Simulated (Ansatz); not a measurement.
H2O on a (111) slab of Ir (Fm-3m (No. 225)), 3 planes, outer planes Ir (top) and Ir (bottom), 1 a cell of 25.5 Å², relaxed and still whole (its atoms last):

```
CELL_PARAMETERS angstrom
5.43132 0.00000 0.00000
-2.71566 4.70366 0.00000
0.00000 0.00000 23.04085
ATOMIC_POSITIONS crystal
Ir 0.33333 0.16667 0.34721
Ir 0.33333 0.66667 0.34721
Ir 0.83333 0.16667 0.34721
Ir 0.83333 0.66667 0.34721
Ir 0.66678 0.33347 0.44211
Ir 0.66734 0.83382 0.44150
Ir 0.16597 0.33261 0.44155
Ir 0.16584 0.83449 0.44156
Ir 0.99918 0.49963 0.53562
Ir 0.00171 0.99916 0.53769
Ir 0.50041 0.49970 0.53571
Ir 0.50021 0.00078 0.53552
O 0.97606 0.01016 0.63982
H 0.76860 0.88724 0.64075
H 0.00431 0.20339 0.64047
```

Level of theory: Ansatz, DFT PBE+D3(BJ), scalar-relativistic, plane waves, PAW. Settings: cutoff 420 eV, Γ-centred mesh 4×4×1 on the computed 15-atom cell, Gaussian smearing of 0.10 eV; no spin polarisation. A dipole correction removes the field between periodic images along c.

It binds with 0.51 eV a molecule against the clean slab and the free molecule (no zero-point or thermal terms); its shortest contact is O–Ir 2.36 Å. Take first-order desorption with no barrier to adsorption, no reaction on the face and an assumed prefactor of 10^13 s⁻¹.

Question: How long does a molecule stay at 573 K?

Answer: τ = ν⁻¹·exp(E/k_BT) with k_BT = 0.0494 eV: E/k_BT = 10.3, so τ ≈ 3×10^-9 s. At about one hit a site a second (10⁻⁶ mbar) the coverage is near τ × 1 s⁻¹, so a layer needs roughly 3×10^2 mbar.

Question: Where does its peak lie in a desorption experiment heated at 5 K/s?

Answer: The peak obeys E/(k_B·T_p²) = (ν/β)·exp(−E/k_BT_p). Solving gives T_p ≈ 196 K (E/k_BT_p = 30.2). An error of 0.1 eV in E moves it by about 38 K, and larger molecules have larger prefactors, which lowers it.

Question: Is this physisorption or chemisorption?

Answer: The tightest contact, O–Ir 2.36 Å, is 1.14 times the sum of covalent radii, and deformation and lateral interaction add up to -0.01 eV. This is chemisorption.